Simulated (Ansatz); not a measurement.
Input file for Ansatz (an electronic-structure program):

Ansatz 0.2 input:
```yaml
crystal:
  lattice:
    - [2.2376604951, 1.2919138892, 4.5791094044]
    - [-2.2376604951, 1.2919138892, 4.5791094044]
    - [0.0, -2.5838277784, 4.5791094044]
  atoms:
    - { symbol: Al, position: [0.5, 0.5, 0.5] }
    - { symbol: Al, position: [0.0, 0.0, 0.0] }
    - { symbol: B, position: [0.75, 0.75, 0.75] }
    - { symbol: B, position: [0.25, 0.25, 0.25] }
    - { symbol: O, position: [0.75, 0.4412637848, 0.0587362152] }
    - { symbol: O, position: [0.25, 0.5587362152, 0.9412637848] }
    - { symbol: O, position: [0.0587362152, 0.75, 0.4412637848] }
    - { symbol: O, position: [0.9412637848, 0.25, 0.5587362152] }
    - { symbol: O, position: [0.4412637848, 0.0587362152, 0.75] }
    - { symbol: O, position: [0.5587362152, 0.9412637848, 0.25] }
kpoints:
  mp_grid: { grid: [8, 8, 8] }
hamiltonian:
  xc: pbesol
  pseudopotentials: { kind: paw }
scf:
  occupations: { method: fixed }
elastic: { mode: relaxed_ion, stencil: two_point, amplitude: 0.005, f_tol: 0.0005 }
```

Output (shortened):

```
Pseudopotential: Al, paw, valence charge 3
Pseudopotential: B, paw, valence charge 3
Pseudopotential: O, paw, valence charge 6
Functional definition: PBEsol
Crystal: 10 atoms, lattice volume = 79.426 Å³
Basis set: ecut = 420 eV, 1563 PW (Γ), exchange–correlation on 72×72×72 points (8 copies of the dense FFT grid, shifted against one another)
Bands: 34, of which v1, the nominal top of the filled ones, is band 24 counted from 1 (23 counted from 0)
Symmetry: 12 space group operations
Space group: R-3c (ITA 167), of the structure as read, at distance tolerance 4.3e-5 Å
k-points: 65 of 512
SCF 1 converged in 9 iterations: F = -4731.995593 eV  dr2 = 2.54e-14
relax step   1: F+E_penalty+E_count = -4731.99559300 eV  Δ(F+E_penalty+E_count) = +0.000e0 eV  max|allowed force component| = 9.784e-4 eV/Å  Δτ_max = 0.0000 Å  (9 SCF iters, accepted)
Crystal: 10 atoms, lattice volume = 79.426 Å³
SCF 2 converged in 7 iterations: F = -4731.995593 eV  dr2 = 1.94e-15
relax step   2: F+E_penalty+E_count = -4731.99559305 eV  Δ(F+E_penalty+E_count) = -4.747e-8 eV  max|allowed force component| = 4.229e-4 eV/Å  Δτ_max = 0.0000 Å  (7 SCF iters, accepted)
Crystal: 10 atoms, lattice volume = 79.426 Å³
SCF 3 converged in 9 iterations: F = -4731.995593 eV  dr2 = 7.11e-14
Crystal: 10 atoms, lattice volume = 79.028 Å³
Basis set: ecut = 420 eV, 1547 PW (Γ), exchange–correlation on 72×72×72 points (8 copies of the dense FFT grid, shifted against one another)
Symmetry: 4 space group operations
k-points: 150 of 512
SCF 4 converged in 10 iterations: F = -4731.991468 eV  dr2 = 1.81e-14
relax step   1: F+E_penalty+E_count = -4731.99146849 eV  Δ(F+E_penalty+E_count) = +0.000e0 eV  max|allowed force component| = 1.879e-1 eV/Å  Δτ_max = 0.0000 Å  (10 SCF iters, accepted)
Crystal: 10 atoms, lattice volume = 79.028 Å³
SCF 5 converged in 9 iterations: F = -4731.992433 eV  dr2 = 5.43e-14
relax step   2: F+E_penalty+E_count = -4731.99243284 eV  Δ(F+E_penalty+E_count) = -9.643e-4 eV  max|allowed force component| = 1.181e-2 eV/Å  Δτ_max = 0.0028 Å  (9 SCF iters, accepted)
Crystal: 10 atoms, lattice volume = 79.028 Å³
SCF 6 converged in 9 iterations: F = -4731.992459 eV  dr2 = 2.51e-15
relax step   3: F+E_penalty+E_count = -4731.99245936 eV  Δ(F+E_penalty+E_count) = -2.652e-5 eV  max|allowed force component| = 5.904e-3 eV/Å  Δτ_max = 0.0008 Å  (9 SCF iters, accepted)
Crystal: 10 atoms, lattice volume = 79.028 Å³
SCF 7 converged in 8 iterations: F = -4731.992466 eV  dr2 = 6.38e-14
relax step   4: F+E_penalty+E_count = -4731.99246575 eV  Δ(F+E_penalty+E_count) = -6.387e-6 eV  max|allowed force component| = 2.718e-3 eV/Å  Δτ_max = 0.0004 Å  (8 SCF iters, accepted)
Crystal: 10 atoms, lattice volume = 79.028 Å³
SCF 8 converged in 7 iterations: F = -4731.992466 eV  dr2 = 7.89e-14
relax step   5: F+E_penalty+E_count = -4731.99246635 eV  Δ(F+E_penalty+E_count) = -6.062e-7 eV  max|allowed force component| = 1.547e-3 eV/Å  Δτ_max = 0.0001 Å  (7 SCF iters, accepted)
Crystal: 10 atoms, lattice volume = 79.028 Å³
SCF 9 converged in 7 iterations: F = -4731.992466 eV  dr2 = 2.31e-14
relax step   6: F+E_penalty+E_count = -4731.99246644 eV  Δ(F+E_penalty+E_count) = -8.240e-8 eV  max|allowed force component| = 1.003e-4 eV/Å  Δτ_max = 0.0000 Å  (7 SCF iters, accepted)
Crystal: 10 atoms, lattice volume = 79.028 Å³
SCF 10 converged in 7 iterations: F = -4731.992466 eV  dr2 = 8.69e-14
Crystal: 10 atoms, lattice volume = 79.823 Å³
Basis set: ecut = 420 eV, 1575 PW (Γ), exchange–correlation on 72×72×72 points (8 copies of the dense FFT grid, shifted against one another)
SCF 11 converged in 10 iterations: F = -4731.991508 eV  dr2 = 1.67e-14
relax step   1: F+E_penalty+E_count = -4731.99150805 eV  Δ(F+E_penalty+E_count) = +0.000e0 eV  max|allowed force component| = 1.771e-1 eV/Å  Δτ_max = 0.0000 Å  (10 SCF iters, accepted)
Crystal: 10 atoms, lattice volume = 79.823 Å³
SCF 12 converged in 9 iterations: F = -4731.992472 eV  dr2 = 7.98e-14
relax step   2: F+E_penalty+E_count = -4731.99247212 eV  Δ(F+E_penalty+E_count) = -9.641e-4 eV  max|allowed force component| = 9.468e-3 eV/Å  Δτ_max = 0.0031 Å  (9 SCF iters, accepted)
Crystal: 10 atoms, lattice volume = 79.823 Å³
SCF 13 converged in 8 iterations: F = -4731.992476 eV  dr2 = 4.64e-14
relax step   3: F+E_penalty+E_count = -4731.99247604 eV  Δ(F+E_penalty+E_count) = -3.924e-6 eV  max|allowed force component| = 3.255e-4 eV/Å  Δτ_max = 0.0003 Å  (8 SCF iters, accepted)
Crystal: 10 atoms, lattice volume = 79.823 Å³
SCF 14 converged in 7 iterations: F = -4731.992476 eV  dr2 = 4.00e-14
Crystal: 10 atoms, lattice volume = 79.028 Å³
Basis set: ecut = 420 eV, 1551 PW (Γ), exchange–correlation on 72×72×72 points (8 copies of the dense FFT grid, shifted against one another)
SCF 15 converged in 9 iterations: F = -4731.993434 eV  dr2 = 2.53e-14
relax step   1: F+E_penalty+E_count = -4731.99343388 eV  Δ(F+E_penalty+E_count) = +0.000e0 eV  max|allowed force component| = 1.840e-2 eV/Å  Δτ_max = 0.0000 Å  (9 SCF iters, accepted)
Crystal: 10 atoms, lattice volume = 79.028 Å³
SCF 16 converged in 8 iterations: F = -4731.993455 eV  dr2 = 1.42e-15
relax step   2: F+E_penalty+E_count = -4731.99345451 eV  Δ(F+E_penalty+E_count) = -2.063e-5 eV  max|allowed force component| = 1.077e-5 eV/Å  Δτ_max = 0.0004 Å  (8 SCF iters, accepted)
Crystal: 10 atoms, lattice volume = 79.028 Å³
SCF 17 converged in 8 iterations: F = -4731.993455 eV  dr2 = 4.15e-14
Crystal: 10 atoms, lattice volume = 79.823 Å³
SCF 18 converged in 9 iterations: F = -4731.993706 eV  dr2 = 3.76e-14
relax step   1: F+E_penalty+E_count = -4731.99370639 eV  Δ(F+E_penalty+E_count) = +0.000e0 eV  max|allowed force component| = 1.881e-2 eV/Å  Δτ_max = 0.0000 Å  (9 SCF iters, accepted)
Crystal: 10 atoms, lattice volume = 79.823 Å³
SCF 19 converged in 8 iterations: F = -4731.993728 eV  dr2 = 1.38e-15
relax step   2: F+E_penalty+E_count = -4731.99372796 eV  Δ(F+E_penalty+E_count) = -2.157e-5 eV  max|allowed force component| = 2.387e-5 eV/Å  Δτ_max = 0.0004 Å  (8 SCF iters, accepted)
Crystal: 10 atoms, lattice volume = 79.823 Å³
SCF 20 converged in 8 iterations: F = -4731.993728 eV  dr2 = 6.75e-14
Crystal: 10 atoms, lattice volume = 79.425 Å³
SCF 21 converged in 10 iterations: F = -4731.994873 eV  dr2 = 2.88e-14
relax step   1: F+E_penalty+E_count = -4731.99487321 eV  Δ(F+E_penalty+E_count) = +0.000e0 eV  max|allowed force component| = 1.908e-2 eV/Å  Δτ_max = 0.0000 Å  (10 SCF iters, accepted)
Crystal: 10 atoms, lattice volume = 79.425 Å³
SCF 22 converged in 9 iterations: F = -4731.994886 eV  dr2 = 9.46e-15
relax step   2: F+E_penalty+E_count = -4731.99488584 eV  Δ(F+E_penalty+E_count) = -1.263e-5 eV  max|allowed force component| = 5.033e-3 eV/Å  Δτ_max = 0.0006 Å  (9 SCF iters, accepted)
Crystal: 10 atoms, lattice volume = 79.425 Å³
SCF 23 converged in 8 iterations: F = -4731.994888 eV  dr2 = 2.35e-14
relax step   3: F+E_penalty+E_count = -4731.99488801 eV  Δ(F+E_penalty+E_count) = -2.171e-6 eV  max|allowed force component| = 5.439e-4 eV/Å  Δτ_max = 0.0002 Å  (8 SCF iters, accepted)
Crystal: 10 atoms, lattice volume = 79.425 Å³
SCF 24 converged in 7 iterations: F = -4731.994888 eV  dr2 = 1.60e-14
relax step   4: F+E_penalty+E_count = -4731.99488809 eV  Δ(F+E_penalty+E_count) = -7.716e-8 eV  max|allowed force component| = 1.430e-4 eV/Å  Δτ_max = 0.0000 Å  (7 SCF iters, accepted)
Crystal: 10 atoms, lattice volume = 79.425 Å³
SCF 25 converged in 7 iterations: F = -4731.994888 eV  dr2 = 9.52e-14
Crystal: 10 atoms, lattice volume = 79.425 Å³
SCF 26 converged in 10 iterations: F = -4731.994866 eV  dr2 = 8.09e-14
relax step   1: F+E_penalty+E_count = -4731.99486584 eV  Δ(F+E_penalty+E_count) = +0.000e0 eV  max|allowed force component| = 1.893e-2 eV/Å  Δτ_max = 0.0000 Å  (10 SCF iters, accepted)
Crystal: 10 atoms, lattice volume = 79.425 Å³
SCF 27 converged in 9 iterations: F = -4731.994882 eV  dr2 = 3.28e-15
relax step   2: F+E_penalty+E_count = -4731.99488164 eV  Δ(F+E_penalty+E_count) = -1.580e-5 eV  max|allowed force component| = 2.371e-4 eV/Å  Δτ_max = 0.0008 Å  (9 SCF iters, accepted)
Crystal: 10 atoms, lattice volume = 79.425 Å³
SCF 28 converged in 8 iterations: F = -4731.994882 eV  dr2 = 7.63e-14
SCF converged after 9 iterations
Stability not checked: this state was not tested for a lower state beside it, because too few of the mixer's solves of this state at the end of the SCF gave a …
Free energy (F): -4731.995593 eV
Harris-Foulkes:  -4731.995593 eV  (|F-HF|=9.09e-13)
Internal energy: -4731.995593 eV  (E = F + TS)
E sigma→0 (E₀):  -4731.995593 eV
Fermi energy:    7.190747 eV
--- Per-component energies (eV) ---
  E_band       = -4.325454
  E_kinetic    = 1217.401081
  E_local      = -2068.061751  (includes V_loc(G=0)·N_el)
  E_nonlocal   = 332.581945
  E_hartree    = 723.682927
  E_xc         = -583.802509
  E_vxc        = -700.968261  (∫ρ·V_xc dr)
  E_paw        = -1979.375721  (= ΣΔE_a)
  E_vpaw       = -232.659606  (= ΣTr[D̂ρ^β])
  E_aug_tail   = 0.015296  (compensation charges beyond the density's cutoff)
  E_ewald      = -2374.716288
  E_core_change = 0.279427  (= ΣΔE_core)
  E_smearing   =  0.000000  (= −TS)
  E_closure    = 0.000000  (closes the sum)
  Σ components = -4731.995593   (vs F -4731.995593, Δ=0.00e0)
--- Forces (eV/Å), atoms counted from 1 ---
  atom   1  Al     0.00000000     0.00000000     0.00000000
  atom   2  Al     0.00000000     0.00000000     0.00000000
  atom   3  B      0.00000000     0.00000000     0.00000000
  atom   4  B      0.00000000     0.00000000     0.00000000
  atom   5  O      0.00021134    -0.00036605     0.00000000
  atom   6  O     -0.00021134     0.00036605     0.00000000
  atom   7  O      0.00021134     0.00036605     0.00000000
  atom   8  O     -0.00021134    -0.00036605     0.00000000
  atom   9  O     -0.00042268     0.00000000     0.00000000
  atom  10  O      0.00042268     0.00000000     0.00000000
  max |Σ_I F_I| component: 1.24e-17 eV/Å
--- Stress (GPa, compression-positive) ---
       -0.003882       0.000000       0.000000
        0.000000      -0.003882       0.000000
        0.000000       0.000000       0.003426
  P = ⅓ Tr σ = -0.0014 GPa (-0.014 kbar)
--- Band table (eV; the first three rows and the last of 65) ---
  k-point 0: bands = ["-13.1690", "-11.4858", "-10.3057", "-10.3057", "-10.1444", "-10.1444", "-0.2946", "0.0140", "0.5178", "0.6370", "0.6370", "1.5514", "1.5514", "3.1684", "3.5355", "4.9927", "4.9927", "4.9972", "4.9972", "6.0785", "6.0785", "6.3468", …
  k-point 1: bands = ["-13.0840", "-11.4633", "-10.4071", "-10.3388", "-10.1778", "-10.1739", "-0.2054", "0.0650", "0.2495", "0.5490", "1.0888", "1.4127", "1.7510", "3.5244", "3.7673", "4.4835", "4.7393", "5.0947", "5.1870", "5.8479", "6.0234", "6.4179", …
  k-point 2: bands = ["-12.8373", "-11.4357", "-10.6467", "-10.4116", "-10.2687", "-10.2623", "-0.0021", "0.0947", "0.1082", "0.7124", "1.1798", "1.7774", "2.2104", "3.5494", "4.2166", "4.2213", "4.4270", "4.8549", "5.1743", "5.5274", "5.8800", "6.3989", …
  k-point 64: bands = ["-12.4191", "-12.4191", "-10.2330", "-10.2330", "-10.2330", "-10.2330", "-0.1335", "-0.1335", "1.2349", "1.2349", "1.2349", "1.2349", "2.4336", "2.4336", "4.2070", "4.2070", "4.8222", "4.8222", "4.8222", "4.8222", "6.5271", "6.5271", …
--- Elastic constants: 3 strain directions × 2 members + reference (group order 12) ---
  dense FFT box of the reference and of every strained cell: 36×36×36
  strains applied: 11, 33, 23; error gains …
  reference relaxed by the batch: 2 steps …
  largest displacement 1.1e-5 Å; the constants are those of the deck's cell at these positions:
  atoms:
    - { symbol: Al, position: [0.49999999999999994, 0.49999999999999994, 0.49999999999999994] }
    - { symbol: Al, position: [0.0, 0.0, 0.0] }
    - { symbol: B, position: [0.7499999999999999, 0.7499999999999999, 0.7499999999999999] }
    - { symbol: B, position: [0.24999999999999997, 0.24999999999999997, 0.24999999999999997] }
    - { symbol: O, position: [0.7499999999999999, 0.4412612614775368, 0.058738738522463196] }
    - { symbol: O, position: [0.2499999999999999, 0.5587387385224631, 0.9412612614775367] }
    - { symbol: O, position: [0.05873873852246314, 0.7499999999999999, 0.44126126147753675] }
    - { symbol: O, position: [0.9412612614775366, 0.24999999999999994, 0.5587387385224631] }
    - { symbol: O, position: [0.4412612614775368, 0.058738738522463085, 0.7499999999999998] }
    - { symbol: O, position: [0.5587387385224631, 0.9412612614775366, 0.25] }
  C = ∂σ_k/∂η_j (tension-positive GPa; Voigt order 11 22 33 23 13 12):
       502.626    145.077     93.107     23.842      0.000      0.000
       145.077    502.626     93.107    -23.842      0.000      0.000
        93.140     93.140    328.302      0.000      0.000      0.000
        23.853    -23.853      0.000    112.356      0.000      0.000
         0.000      0.000      0.000      0.000    112.356     23.853
         0.000      0.000      0.000      0.000     23.842    178.774
  reference stress σ⁰ (GPa):      0.004      0.004     -0.003      0.000      0.000      0.000
  moduli (Voigt/Reuss/Hill, GPa): K = 221.80/209.59/215.70   G = 147.51/136.44/141.98   E = 349.29   ν = 0.230
  mechanically stable: yes (min eigenvalue of sym C = 104.68 GPa)
  strain η (Voigt 11):  stress-route row diagonal C_11 = 502.63 GPa, energy-path curvature d²(F+E_count+ΔE)/dδ²/Ω₀ = 502.90 GPa
         δ    σ_11 (GPa)             F (eV)   n_scf  n_hpsi   n_pw
    -5.000e-3      -2.5474       -4731.9924664       7   72153   1561   relax 6 steps, max|allowed force component| 1.00e-4 eV/Å
     5.000e-3       2.4789       -4731.9924760       7   71288   1575   relax 3 steps, max|allowed force component| 3.26e-4 eV/Å
  strain η (Voigt 33):  stress-route row diagonal C_33 = 328.30 GPa, energy-path curvature d²(F+E_count+ΔE)/dδ²/Ω₀ = 328.24 GPa
         δ    σ_33 (GPa)             F (eV)   n_scf  n_hpsi   n_pw
    -5.000e-3      -1.6652       -4731.9934545       8   33398   1560   relax 2 steps, max|allowed force component| 1.08e-5 eV/Å
     5.000e-3       1.6179       -4731.9937280       8   33233   1575   relax 2 steps, max|allowed force component| 2.39e-5 eV/Å
  strain η (Voigt 23):  stress-route row diagonal C_44 = 112.36 GPa, energy-path curvature d²(F+E_count+ΔE)/dδ²/Ω₀ = 112.35 GPa
         δ    σ_23 (GPa)             F (eV)   n_scf  n_hpsi   n_pw
    -5.000e-3      -0.5616       -4731.9948881       7   72674   1566   relax 4 steps, max|allowed force component| 1.43e-4 eV/Å
     5.000e-3       0.5620       -4731.9948816       8   75435   1569   relax 2 steps, max|allowed force component| 2.37e-4 eV/Å
```

Cost: around 7 core-minutes (rough) on shared cores.

The workflow started from a Materials Project entry (that database holds measured and hypothetical structures alike); the Crystallography Open Database files this formula in space group No. 167, but the cells were not matched. Whether it is the stable phase at ambient conditions was not checked. Symmetry was held in the PBEsol relaxation; phonons on a q-mesh show no instability.

Potentials: the later of the program's two PAW sets.

Ansatz is a plane-wave DFT program.
